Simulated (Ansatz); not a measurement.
**Elastic constants of InRh at 3 GPa (stress–strain coefficients): input and output**

Theory: DFT LDA, scalar-relativistic, plane waves, PAW in Ansatz.

Launched with:
```bash
ansatz run input.yaml --threads 1 --pin off --max-ram 3072MiB --backend cpu --events-out ev --progress --plain --runs-dir out
```

Input (bare energies are in eV):
```yaml
crystal:
  lattice:
    - [3.145549348, 0.0, 0.0]
    - [0.0, 3.145549348, 0.0]
    - [0.0, 0.0, 3.145549348]
  atoms:
    - { symbol: In, position: [0.5, 0.5, 0.5] }
    - { symbol: Rh, position: [0.0, 0.0, 0.0] }
basis:
  ecutwfc: 420
kpoints:
  mp_grid: { grid: [14, 14, 14] }
hamiltonian:
  xc: lda
scf:
  occupations: { method: fermi_dirac, width: 0.15 }
output:
  forces: true
  stress: true
  eigenvalues: true
elastic:
  mode: relaxed_ion
  amplitude: 0.005
```

From the output:
```
--- Elastic constants: 2 strain directions × 4 members + reference (group order 48) ---
  dense FFT box of the reference and of every strained cell: 24×24×24
  strains applied: 11, 23; error gains: componentwise 1.00 (the most a stress slope's error grows in a printed constant), spectral 1.73 (1 for all six strains in a standard setting)
  C = ∂σ_k/∂η_j (tension-positive GPa; Voigt order 11 22 33 23 13 12):
       214.801    198.277    198.277     -0.000     -0.000     -0.000
       198.277    214.801    198.277     -0.000     -0.000     -0.000
       198.277    198.277    214.801     -0.000     -0.000     -0.000
         0.000      0.000     -0.000    101.073     -0.000      0.000
         0.000      0.000     -0.000      0.000    101.073      0.000
         0.000     -0.000     -0.000      0.000      0.000    101.073
  reference stress σ⁰ (GPa):     -3.001     -3.001     -3.001     -0.000     -0.000      0.000
  C* (energy form; C + prestress term) asymmetry max|C*_kj − C*_jk| = 8.527e-14 GPa — a small one proves nothing (zero by symmetry where the batch's group is 432, −43m or m−3m); a large one is finite-difference/SCF noise where every solve ...
  moduli (Voigt/Reuss/Hill, GPa): K = 203.79/203.79/203.79   G = 63.95/18.40/41.17   E = 115.73   ν = 0.405
  mechanically stable: yes (min eigenvalue of sym C = 16.52 GPa)
  strain η (Voigt 11):  stress-route row diagonal C_11 = 214.80 GPa, energy-path curvature d²(F+E_count+ΔE)/dδ²/Ω₀ = 214.76 GPa
    cells at ±δ against ±2δ: C11 215.11 and 216.02 GPa, apart by 0.43 % of the column's largest entry
         δ    σ_11 (GPa) F (eV) n_scf n_hpsi n_pw
    -1.000e-2      -5.2763      -11736.7233760       8  107398    624   relax 0 steps, max|allowed force component| 3.16e-30 eV/Å
    -5.000e-3      -4.1053      -11736.7279229       5   92203    624   relax 0 steps, max|allowed force component| 7.89e-31 eV/Å
     5.000e-3      -1.9542      -11736.7337764       4   87743    624   relax 0 steps, max|allowed force component| 1.97e-30 eV/Å
     1.000e-2      -0.9559      -11736.7351838       6   89982    635   relax 0 steps, max|allowed force component| 1.26e-29 eV/Å
  strain η (Voigt 23):  stress-route row diagonal C_44 = 101.07 GPa, energy-path curvature d²(F+E_count+ΔE)/dδ²/Ω₀ = 102.56 GPa
    cells at ±δ against ±2δ: C44 101.07 and 101.06 GPa, apart by 0.01 % of the column's largest entry
         δ    σ_23 (GPa) F (eV) n_scf n_hpsi n_pw
    -1.000e-2      -1.0106      -11736.7303766       7  162541    628   relax 0 steps, max|allowed force component| 7.83e-29 eV/Å
    -5.000e-3      -0.5054      -11736.7311230       4  127797    624   relax 0 steps, max|allowed force component| 2.76e-30 eV/Å
     5.000e-3       0.5054      -11736.7311230       4  124985    624   relax 0 steps, max|allowed force component| 3.94e-31 eV/Å
     1.000e-2       1.0106      -11736.7303766       6  134289    628   relax 0 steps, max|allowed force component| 1.53e-28 eV/Å
```

It took 79 s on 1 thread of Arm Neoverse V2 (shared host), peak memory 0.53 GiB.

In a metal, frequencies and elastic constants depend on the k mesh and the smearing, soft modes and shear constants most.

The least eigenvalue is 16.5 GPa; in a metal on this mesh the verdict on stability isn't firm within about 20 GPa or a tenth of the bulk modulus.